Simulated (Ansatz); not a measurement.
Ge:
```xyz
12
Lattice="5.9495 0.0000 0.0000 0.0000 5.9495 0.0000 0.0000 0.0000 7.0802" Properties=species:S:1:pos:R:3 pbc="T T T"
Ge     0.5007     0.5007     0.0000
Ge     2.4740     3.4754     5.3102
Ge     5.4488     5.4488     3.5401
Ge     3.4754     2.4740     1.7701
Ge     1.0076     2.2176     1.7304
Ge     0.7572     3.9823     7.0405
Ge     4.9419     3.7319     5.2705
Ge     5.1923     1.9671     3.5004
Ge     3.9823     0.7572     0.0397
Ge     3.7319     4.9419     1.8097
Ge     1.9671     5.1923     3.5798
Ge     2.2176     1.0076     5.3498
```

Plane-wave PAW r²SCAN (Ansatz code) gives a gap of 0.72 eV without spin–orbit coupling, maximum off the standard path, at k = (0.331, 0.331, -0.057) in fractions of the reciprocal vectors, minimum on the M–Γ line, 31 % of the way from M.

Problem. What happens when spin–orbit coupling is switched on?

Solution. The gap falls by 0.02 eV, to 0.70 eV; maximum on the M–Γ line, 32 % of the way from M, minimum on the M–Γ line, 31 % of the way from M.

Space group P4_32_12. The workflow started from a Materials Project entry (that database holds measured and hypothetical structures alike); the Crystallography Open Database files this formula in space group No. 96, but the cells were not matched. It is not the phase usual at ambient conditions (space group No. 227). The cell was relaxed with r²SCAN under the symmetry of its start; whether a distortion lowers the energy is not shown.

Potentials: the earlier of the program's two PAW sets.
